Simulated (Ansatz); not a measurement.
NiBi:
```
NiBi
1.0
    4.11796     0.00000     0.00000
   -2.05898     3.56626     0.00000
    0.00000     0.00000     5.24013
Ni Bi
2 2
Direct
  0.00000   0.00000   0.50000
  0.00000   0.00000   0.00000
  0.33333   0.66667   0.25000
  0.66667   0.33333   0.75000
```

Relaxed with r²SCAN. Special points in fractions of this cell's reciprocal vectors: Γ (0.000, 0.000, 0.000); M (0.500, 0.000, 0.000); K (0.333, 0.333, 0.000); A (0.000, 0.000, 0.500); L (0.500, 0.000, 0.500); H (0.333, 0.333, 0.500).

### Question
List the band energies nearest the Fermi level at these points for plane-wave PAW r²SCAN with spin–orbit coupling (Ansatz code).

### Answer
In eV from the Fermi level; about four levels below and three above (degenerate sets whole), none deeper than 8.9 eV; points with the same levels are listed once.

| k | below | above |
|---|---|---|
| Γ | -1.00 -1.00 -0.32 -0.32 | 0.14 0.14 1.42 1.42 |
| M | -1.01 -1.01 -0.61 -0.61 | 1.34 1.34 3.76 3.76 |
| K | -0.36 -0.36 -0.12 -0.12 | 0.46 0.46 0.68 0.68 |
| A | -0.32 -0.32 -0.32 -0.32 | 1.71 1.71 1.71 1.71 |
| L | -1.47 -1.47 -1.47 -1.47 | 0.38 0.38 0.38 0.38 |
| H | -1.10 -1.10 -1.04 -1.04 | 4.11 4.11 4.67 4.67 |

Space group P6_3/mmc (NiAs type). The workflow started from a Materials Project entry (that database holds measured and hypothetical structures alike); the Crystallography Open Database copy checked does not list it. Its standing as an ambient phase is unchecked. The cell was relaxed with r²SCAN under the symmetry of its start; of distortions, only those at the zone centre were tested. The run is not spin-polarised.

Potentials: the later of the program's two PAW sets.
